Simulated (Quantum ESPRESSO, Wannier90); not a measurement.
## Wannier functions of LiYSe₂ (R-3m)

```
LiYSe2
1.0
   -2.02966     3.51547     0.00000
   -4.05932     0.00000     0.00000
   -2.02966     1.17182     6.45391
Li Y Se
1 1 2
Direct
  0.50000   0.50000   0.50000
  0.00000   0.00000   0.00000
  0.24891   0.24891   0.25326
  0.75109   0.75109   0.74674
```

Materials Project entry mp-15794; symmetrised, unrelaxed at this level. Not found in the COD (Crystallography Open Database) copy used; not checked further. Computed values, not measurements, from PBEsol: Quantum ESPRESSO (norm-conserving PseudoDojo potentials, cutoff 69 Ry, no spin polarisation, no spin-orbit coupling) on a Γ-centred 6×6×6 mesh, then Wannier90. Density: 10×10×10 mesh, cold smearing 0.01 Ry. Spin-orbit coupling, left out, would split the p-like bands by a few tenths of an eV.

Functional, cutoff and mesh named above are those of the base row (6×6×6); the first column says what each row takes instead. Model: 8 functions from bands 16-23, start SCDM (isolated) (the valence bands). Energies are relative to the valence-band maximum; the misfit is to pw.x on a path, for all bands of the set. Only the mesh of Bloch states changes. Ω_total can sit in another minimum from row to row; Ω_I of an isolated set cannot.

| mesh | Ω_I (Å²) | Ω_total (Å²) | rms misfit (meV) | k-points (cost) | rough cost of nscf and overlaps (first row = 1) |
|---|---|---|---|---|---|
| 2×2×2 | 9.48 | 11.56 | 213 | 8 | 1.0 |
| 3×3×3 | 11.45 | 13.77 | 72 | 27 | 2.9 |
| 4×4×4 | 12.49 | 14.86 | 26 | 64 | 7 |
| 5×5×5 | 13.09 | 15.46 | 15 | 125 | 11 |
| 6×6×6 | 13.47 | 15.84 | 6.0 | 216 | 14 |
| 7×7×7 | 13.73 | 16.08 | 4.0 | 343 | 22 |
